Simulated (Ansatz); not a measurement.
The elements of this relaxed trial crystal are hidden behind letters.

```
lattice vectors (Å)
   3.8999    0.0000    0.0000
   0.0000    1.7188    8.7316
   0.0000   -1.7188    8.7316
fractional positions
X 0.0000 0.0771 0.0771
Z 0.0000 0.6888 0.6888
Z 0.0000 0.8254 0.8254
Z 0.5000 0.3138 0.3138
Z 0.5000 0.1801 0.1801
Z 0.0000 0.4539 0.4539
Z 0.5000 0.5415 0.5415
Q 0.5000 0.9195 0.9195
```

Level of theory: DFT PBE, scalar-relativistic, plane waves, PAW in Ansatz 0.2.0. The final run on the 8-atom cell used 420 eV, a Γ-centred 8×10×10 mesh, 0.10 eV smearing and no spin polarisation.

| Quantity | Value |
| --- | --- |
| Space group | Amm2 (No. 38) |
| Conventional cell | a = 3.900 Å, b = 3.438 Å, c = 17.463 Å |
| Volume per atom | 14.63 Å³ |
| Density | 4.43 g/cm³ |
| Energy over the elements | −0.14 eV/atom |
| Gap on the 8×10×10 mesh of the 8-atom cell | 0 eV (a metal) |

Energies are uncorrected and count from the elements' standard states at the same level.

Question: X is a d-block element of period 4, Z is a p-block element of period 3 and Q is a d-block element of period 5. Which elements are they?

Answer: X = Ti, Z = Si, Q = Mo, so the formula is TiSi6Mo. Density times volume gives a mean mass of 4.43 × 14.63/1.6605 = 39.0 u per atom, and this set has 39.0 u. Around Ti lie 10 Si at 2.60–2.75 Å and 2 Mo at 3.37 Å; Si on its first site is surrounded by 1 Si at 2.39 Å, 2 Ti at 2.60 Å and 4 Si at 2.60 Å; Mo has 10 Si at 2.52–2.74 Å and 2 Ti at 3.37 Å; 5 more sites not described. Other sets within the hints have nearly the same mass, so mass alone doesn't settle it; this one was computed.

A later test with randomly moved atoms ended 4 meV/atom lower, in Cm at a loose tolerance, which is no clear verdict on its stability.
